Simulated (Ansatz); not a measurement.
Method: DFT PBE, scalar-relativistic, plane waves, PAW in Ansatz 0.2.0. All cells share a 420 eV cutoff and Γ-centred k meshes spaced at most about 0.3 Å⁻¹ (about 0.25 or finer for metals, 2π included). No spin polarisation in the final relaxations.

Temperature and zero-point effects are left out. All come from trial cells, and lower structures may exist.

Question: Order these relaxed structures of ZrTa₂C₂ by energy, lowest first, with the energy over the lowest of them.
1.

```
CELL_PARAMETERS angstrom
3.20764 0.00000 0.00000
-1.60382 2.77790 0.00000
0.00000 0.00000 7.70046
ATOMIC_POSITIONS crystal
Zr 0.00000 0.00000 0.00000
Ta 0.33333 0.66667 0.33345
Ta 0.66667 0.33333 0.66655
C 0.33333 0.66667 0.81116
C 0.66667 0.33333 0.18884
```

2.

```
CELL_PARAMETERS angstrom
1.59882 0.92308 7.67243
-1.59882 0.92308 7.67243
0.00000 -1.84616 7.67243
ATOMIC_POSITIONS crystal
Zr 0.00000 0.00000 0.00000
Ta 0.78024 0.78024 0.78024
Ta 0.21976 0.21976 0.21976
C 0.60354 0.60354 0.60354
C 0.39646 0.39646 0.39646
```

Answer: 2 (0 meV/atom), 1 (98 meV/atom). Forms: 2 R-3m; 1 P-3m1. Counting C atoms around Ta and Zr (those within 1.25 times the shortest such distance or 1.15 times the sum of covalent radii, 1.27 where that leaves under three): cell 2 has Zr 6, Ta 3; cell 1 has Zr 6, Ta 3.

These runs have no spin–orbit coupling, which can matter for Ta. Cells relaxed within their symmetry can be saddle points. The R-3m cell of ZrTa2C2 came from shaking the P-3m1 one. Some structure types and database cells were kept out of the candidates from the start, so a known form may be missing.
